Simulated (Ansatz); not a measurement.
**Magnetic orders of MoSe**

Computed with DFT PBE+U, scalar-relativistic, plane waves, PAW (Ansatz 0.2.0).

```xyz
4
Lattice="4.0210 0.0000 0.0000 -2.0105 3.4823 0.0000 0.0000 0.0000 6.8158" Properties=species:S:1:pos:R:3 pbc="T T T"
Mo    0.0000    0.0000    0.0000
Mo    0.0000    0.0000    3.4079
Se    0.0000    2.3215    1.7039
Se    2.0105    1.1608    5.1118
```

```json
{
 "plane-wave cutoff": "420 eV",
 "Γ-centred k-mesh": "12×12×6",
 "occupation rule": "Gaussian smearing, 0.1 eV",
 "U_eff on Löwdin-orthogonalised atomic d orbitals": "Mo 4.38 eV",
 "list of starting moments (μB, in atom order)": "2 2 0 0",
 "check for lower electronic states after the SCF": "on"
}
```

All runs keep this geometry, which stands near equilibrium for the lowest state (largest force there 0.000 eV/Å, pressure 0.0 GPa; forces reach 0.27 eV/Å in another state) and needn't be a stable compound; relaxing each order would shift the differences by some 60 meV/atom, going by the pressures and a bulk modulus of about 150 GPa. Signs run over the atoms with starting moments. A propagation vector, in units of the reciprocal vectors, doubles the cell, which takes an equally dense mesh. The large starts are 3.5 3.5 0 0 μB. The small starts are 0.5 0.5 0 0 μB. Site moments are spin moments in atom-centred spheres that scale with the neighbour distance. The states are those that the runs reached from these starts; a lower one can exist.

Task: Starts tried: no spin; ferromagnetic; large parallel starting moments; antiferromagnetic in the cell, signs +-; antiferromagnetic, doubled cell, propagation vector (0, 0, 1/2); antiferromagnetic, doubled cell, propagation vector (0, 1/2, 0); small parallel starting moments. Which state comes out lowest, and what are the moments?

Result: The lowest state is ferromagnetic, reached from the start “ferromagnetic” and the start “large parallel starting moments” and the start “small parallel starting moments”, with site moments (μB) Mo +3.41 (×2), Se -0.23 (×2).

```tsv
start	ends	energy above lowest (meV/atom)	site moments (μB)	gap on mesh (eV)	P (GPa)
no spin	non-magnetic	991	none over 0.05	metal	-10.8
ferromagnetic	ferromagnetic	0.00	Mo +3.41 (×2), Se -0.23 (×2)	metal	0.0
large parallel starting moments	ferromagnetic	0.00	Mo +3.41 (×2), Se -0.23 (×2)	metal	0.0
antiferromagnetic in the cell, signs +-	antiferromagnetic	200	Mo +3.25, Mo -3.25	metal	-2.2
antiferromagnetic, doubled cell, propagation vector (0, 0, 1/2)	antiferromagnetic	69.8	Mo +3.34 (×2), Se -0.27, Mo -3.34 (×2), Se +0.27	metal	-1.0
antiferromagnetic, doubled cell, propagation vector (0, 1/2, 0)	antiferromagnetic	110	Mo +3.32 (×2), Se +0.07 (×2), Se -0.07 (×2), Mo -3.32 (×2)	metal	-1.3
small parallel starting moments	ferromagnetic	0.00	Mo +3.41 (×2), Se -0.23 (×2)	metal	0.0
```

Cost: 7 runs of about 31 core-minutes in all, on Intel Xeon Processor @ 2.50GHz (Skylake/Cascade Lake) (shared hosts).